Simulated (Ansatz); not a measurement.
YC2 (MoSi2 or CaC2 type, space group No. 139), DFT-PBE in the program Ansatz with PAW potentials, all energies at zero smearing, with the estimated change up to a 700 eV cutoff added, with one set of potentials and settings (totals compare only within such a set). Cell of 3 atoms (1 Y, 2 C): -4351.202 eV.

| element | reference phase | E (eV/atom) |
|---|---|---|
| Y | P6_3/mmc, 2 atoms in the cell | -3848.6668 |
| C | P6_3/mmc, 4 atoms in the cell | -250.9479 |

Formation energy per atom, worked out: (-4351.202 − 1×(-3848.6668) − 2×(-250.9479))/3 = -0.213 eV/atom (-21 kJ per mol of atoms), at 0 K, without zero-point energy or fitted corrections.

Space group I4/mmm (MoSi2 or CaC2 type). The workflow started from an entry of the Crystallography Open Database (COD). Its standing as an ambient phase is unchecked. The cell was relaxed with PBE under the symmetry of its start; whether a distortion lowers the energy is not shown. The run is not spin-polarised. The references are the lowest solids computed at this level, not always the standard phases.

Potentials: the later of the program's two PAW sets.
